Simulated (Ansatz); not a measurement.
Question: Each is relaxed and computed with DFT-PBE in the program Ansatz with PAW potentials. Which is the only metal?
A. Te2W, R3m (W on 3a, Te on 3a, Te on 3a)
B. Zn3P4W, Pmn2_1 (Pearson symbol oP16)
C. WSe2, P6_3/mmc (W on 2c, Se on 4f)
D. Ge2W, P6/mmm (W on 1a, Ge on 2d)

Answer: D, Ge2W, P6/mmm (W on 1a, Ge on 2d). Ge2W: metal; Zn3P4W: gap 0.32 eV (indirect); Te2W: gap 1.06 eV; WSe2: gap 1.47 eV (indirect). Constructed cells (a structure type filled with these elements, in neither database checked): Ge2W, P6/mmm (W on 1a, Ge on 2d); Te2W, R3m (W on 3a, Te on 3a, Te on 3a). Typed or built starts, not in the databases checked: Zn3P4W, Pmn2_1 (Pearson symbol oP16). Relaxed far from the usual cell of the phase: WSe2, P6_3/mmc (W on 2c, Se on 4f). Weakly bound layers, chains or molecules computed without a dispersion correction, so cells and soft constants are ill determined: Te2W, R3m (W on 3a, Te on 3a, Te on 3a); WSe2, P6_3/mmc (W on 2c, Se on 4f). All cells were relaxed under the symmetry of their starts (and spin orders); stability against distortions was not tested throughout. Rows with no word on spin ran without spin polarisation. Scalar-relativistic: spin–orbit coupling is off unless named, which matters more the heavier the elements.

Potentials: the later of the program's two PAW sets.
